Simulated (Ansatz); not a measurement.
Input and output of a single-point calculation on PbO2 (rutile) (the plane-wave code Ansatz, r2SCAN+SOC). The cell was relaxed with r2SCAN and then strained (uniaxial -2.0 % along z, other directions held), with the atoms relaxed again with r2SCAN; k points keep the names of the unstrained zone.

input.yaml:
```yaml
crystal:
  lattice:
    - [4.9838460811, 0.0, 0.0]
    - [0.0, 4.9838460811, 0.0]
    - [0.0, 0.0, 3.339469857]
  atoms:
    - { symbol: Pb, position: [0.0, 0.0, 0.0] }
    - { symbol: Pb, position: [0.5, 0.5, 0.5] }
    - { symbol: O, position: [0.3065771185, 0.3065771185, 0.0] }
    - { symbol: O, position: [0.1934228815, 0.8065771185, 0.5] }
    - { symbol: O, position: [0.8065771185, 0.1934228815, 0.5] }
    - { symbol: O, position: [0.6934228815, 0.6934228815, 0.0] }
kpoints:
  mp_grid: { grid: [6, 6, 8] }
  band_path:
    path:
      - [0.0, 0.0, 0.0]
      - [0.0, 0.5, 0.0]
      - [0.5, 0.5, 0.0]
      - [0.0, 0.0, 0.5]
      - [0.0, 0.5, 0.5]
      - [0.5, 0.5, 0.5]
      - [0.0, 0.0, 0.083333]
      - [-0.09375, -0.09375, -0.009033]
    npoints: 1
hamiltonian:
  xc: r2scan
scf:
  occupations: { method: fermi_dirac, width: 0.02 }
  n_extra_bands: 10
magnetization:
  noncollinear: true
  spin_orbit: true
output:
  forces: true
  stress: true
  eigenvalues: true
  write_density: true
  write_potential: true
  elf: true
  volumetric_format: npy
```

Wall time 21 s on 1 × NVIDIA H100 80GB HBM3 with 2 threads of AMD EPYC 7R13 Processor (Zen 3) (shared host); peak host memory 1.5 GiB.

Abridged output:
```
scf.n_extra_bands = 10 over 52 filled bands (N_el = 52.0): the run solves 62 bands
Pseudopotential: Pb, paw_fr, valence charge 14, recommended cutoff 500 eV (meta_gga)
Pseudopotential: O, paw_fr, valence charge 6, recommended cutoff 500 eV (meta_gga)
Functional definition: r2SCAN
Crystal: 6 atoms, lattice volume = 82.948 Å³
Basis set: ecut = 500 eV, 2097 PW (Γ)
Symmetry: 16 space group operations + 16 with time reversal
Magnetic group: BNS 136.496 (UNI 1156)
k-points: 50 of 288
Projection manifold: j_resolved (fully-relativistic pseudo-atomic orbitals)
SCF iter   1: HF=-26044.961026 eV  Δρ=8.99e-2  dr2=5.46e0
SCF iter   2: HF=-26044.175573 eV  Δρ=5.64e-2  dr2=1.81e0
SCF iter   3: HF=-26044.050459 eV  Δρ=1.91e-2  dr2=1.86e-1
SCF iter   4: HF=-26044.045674 eV  Δρ=4.13e-3  dr2=6.71e-3
SCF iter   5: HF=-26044.050836 eV  Δρ=1.30e-3  dr2=1.26e-3
SCF iter   6: HF=-26044.050697 eV  Δρ=1.33e-4  dr2=1.43e-5
SCF iter   7: HF=-26044.050569 eV  Δρ=2.83e-5  dr2=6.50e-7
SCF iter   8: HF=-26044.050569 eV  Δρ=6.27e-6  dr2=3.12e-8
SCF 1 converged in 8 iterations: F = -26044.050569 eV  dr2 = 3.12e-8
Free energy (F): -26044.050569 eV
Internal energy: -26044.050391 eV  (E = F + TS)
E sigma→0 (E₀):  -26044.050480 eV
Entropy (-TS):   -0.000178 eV (-0.030 meV/atom)
Fermi energy:    7.789215 eV
--- Forces (eV/Å), atoms counted from 1 ---
  atom   1  Pb      0.00000      0.00000      0.00000
  atom   2  Pb      0.00000      0.00000      0.00000
  atom   3  O       0.01245      0.01245      0.00000
  atom   4  O     -0.01245      0.01245      0.00000
  atom   5  O       0.01245    -0.01245      0.00000
  atom   6  O     -0.01245    -0.01245      0.00000
--- Stress (GPa, compression-positive) ---
        2.333969       0.000000       0.000000
        0.000000       2.333969       0.000000
        0.000000       0.000000       5.354057
  P = ⅓ Tr σ = 3.3407 GPa (33.407 kbar)
```

The file bands.tsv (bands near the Fermi energy, numbered from 0, rounded):
```tsv
# k_distance	band_42	band_43	band_44	band_45	band_46	band_47	band_48	band_49	band_50	band_51	band_52	band_53	band_54	band_55	band_56	band_57	band_58	band_59
# fermi_ev = 7.789215
# [0, 0, 0] at k_distance = 0.000000
# [0, 0.5, 0] at k_distance = 0.630355
# [0.5, 0.5, 0] at k_distance = 1.260710
# [0, 0, 0.5] at k_distance = 2.556742
# [0, 0.5, 0.5] at k_distance = 3.187097
# [0.5, 0.5, 0.5] at k_distance = 3.817452
# [0, 0, 0.083333] at k_distance = 5.004583
# [-0.09375, -0.09375, -0.009033] at k_distance = 5.245706
# levels_relative_to = fermi_ev
0.000	-0.676	-0.676	-0.650	-0.650	-0.512	-0.512	-0.432	-0.432	-0.191	-0.191	0.034	0.034	5.183	5.183	6.181	6.181	6.899	6.899
0.630	-1.362	-1.362	-0.512	-0.512	-0.512	-0.512	-0.412	-0.412	-0.412	-0.412	3.057	3.057	3.057	3.057	7.128	7.128	7.128	7.128
1.261	-1.624	-1.624	-0.585	-0.585	-0.585	-0.585	-0.509	-0.509	-0.509	-0.509	3.598	3.598	3.598	3.598	7.358	7.358	7.358	7.358
2.557	-1.942	-1.942	-1.218	-1.218	-1.218	-1.218	-0.856	-0.856	-0.856	-0.856	4.518	4.518	4.518	4.518	9.348	9.348	9.348	9.348
3.187	-1.098	-1.098	-0.885	-0.885	-0.877	-0.877	-0.114	-0.114	-0.113	-0.113	4.821	4.821	4.832	4.832	7.366	7.366	8.417	8.417
3.817	-1.747	-1.747	-0.730	-0.730	-0.730	-0.730	-0.630	-0.630	-0.630	-0.630	3.509	3.509	3.509	3.509	8.902	8.902	8.902	8.902
5.005	-0.848	-0.848	-0.822	-0.822	-0.513	-0.513	-0.496	-0.496	-0.014	-0.014	0.319	0.319	5.243	5.243	6.453	6.453	7.176	7.176
5.246	-0.735	-0.735	-0.660	-0.660	-0.480	-0.480	-0.444	-0.444	-0.035	-0.035	0.251	0.251	5.002	5.002	6.310	6.310	6.966	6.966
```
In order the rows are Γ, X, M, Z, R, A, Γ–Z (0.17), (-0.094, -0.094, -0.009).

Planar averages along the third cell vector, from rho_z.tsv and v_z.tsv (valence density with its augmentation; electrostatic potential energy of an electron, of which only differences have a meaning):

| z (Å) | ρ (e/Å³) | v_es (eV) |
| --- | --- | --- |
| 0.00 | 1.022 | 2.31 |
| 0.13 | 0.963 | 2.59 |
| 0.27 | 0.811 | 3.38 |
| 0.40 | 0.621 | 4.58 |
| 0.53 | 0.452 | 6.07 |
| 0.67 | 0.340 | 7.47 |
| 0.80 | 0.292 | 8.00 |
| 0.94 | 0.308 | 7.85 |
| 1.07 | 0.388 | 6.84 |
| 1.20 | 0.531 | 5.29 |
| 1.34 | 0.717 | 3.94 |
| 1.47 | 0.896 | 2.93 |
| 1.60 | 1.006 | 2.38 |
| 1.74 | 1.006 | 2.38 |
| 1.87 | 0.896 | 2.93 |
| 2.00 | 0.717 | 3.94 |
| 2.14 | 0.531 | 5.29 |
| 2.27 | 0.388 | 6.84 |
| 2.40 | 0.308 | 7.85 |
| 2.54 | 0.292 | 8.00 |
| 2.67 | 0.340 | 7.47 |
| 2.81 | 0.452 | 6.07 |
| 2.94 | 0.621 | 4.58 |
| 3.07 | 0.811 | 3.38 |
| 3.21 | 0.963 | 2.59 |

r2SCAN+SOC gives an indirect gap of 0.05 eV, from Γ–Z (0.17 of the way from Γ) to Γ; the least direct gap is 0.22 eV at Γ. (With 0.02 eV of smearing so small a gap leaves both edges partly filled, and it could close between the points sampled.) Edges are sought over the mesh and the listed points. The mean pressure at these positions is +3.34 GPa, compression counted positive.

Calculated for a static, non-magnetic cell.

Small gaps with spin-orbit coupling can be splittings of inverted bands, not the fundamental gap; semilocal functionals often invert bands that the real crystal keeps in order.
